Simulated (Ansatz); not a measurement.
## InGa2N3: hydrostatic pressure series

Computed with Ansatz 0.2.0, DFT PBE, scalar-relativistic, plane waves, PAW. Run with 420 eV cutoff, 6×6×6 k-mesh, Gaussian smearing of 0.02 eV, no spin polarisation.

The relaxed crystal:

```
In Ga N
1.0
     5.01048   -2.89020    0.00000
     5.01048    2.89020    0.00000
     0.00000    0.00000    5.39806
In Ga N
2 4 6
Direct
  0.32537 0.67463 0.98980
  0.67463 0.32537 0.48980
  0.00702 0.33381 0.99259
  0.66619 0.99298 0.99259
  0.99298 0.66619 0.49259
  0.33381 0.00702 0.49259
  0.02640 0.33371 0.35902
  0.66629 0.97360 0.35902
  0.97360 0.66629 0.85902
  0.33371 0.02640 0.85902
  0.30777 0.69223 0.39498
  0.69223 0.30777 0.89498
```

Cell and atoms are relaxed at each pressure within the symmetry of the start, at zero temperature, so transitions that lower the symmetry aren't seen. The k-mesh given is that at zero pressure and may differ at others. a, b and c are the lengths of the cell vectors above. Gaps are Kohn–Sham gaps over the whole zone.

Pressures computed: -1, 1, 4, 12, 25 GPa.

Question: At which pressure does the cell have a = 5.772, b = 5.772 and c = 5.386 Å?

Answer: About 1 GPa, where V/V0 = 0.994 and the gap is 0.91 eV.